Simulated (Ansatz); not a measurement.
```
Ga N
1.0
     0.00000    2.26750    2.26750
     2.26750    0.00000    2.26750
     2.26750    2.26750    0.00000
Ga N
1 1
Direct
  0.00000 0.00000 0.00000
  0.25000 0.25000 0.25000
```

* orbitals: PBE
* datasets: hard PAW set made for 700 eV
* k mesh: 6×6×6
* empty bands: 226
* response cutoff: 180 eV
* wave cutoff: 700 eV
* frequencies: plasmon pole, fitted at the program's default frequency
* q → 0 term: analytic weight of Carrier, Rohra and Görling
* points solved: Γ, L, X
* band sums: cut at the band count
* spin-orbit coupling: off

Program: Ansatz. The Kohn-Sham gap (direct at Γ) is 1.61 eV.

Problem. Estimate the linearised G0W0 gap between these edges.

Solution. 2.68 eV, a change of +1.06 eV. The valence edge moves by -0.71 eV (Z = 0.79) and the conduction edge by +0.36 eV (Z = 0.82).

Band sums or response are cut, so the gap isn't at its basis limit. Filled d shells converge slowest, and with PAW files the limit can differ from the all-electron one by tenths of an eV.
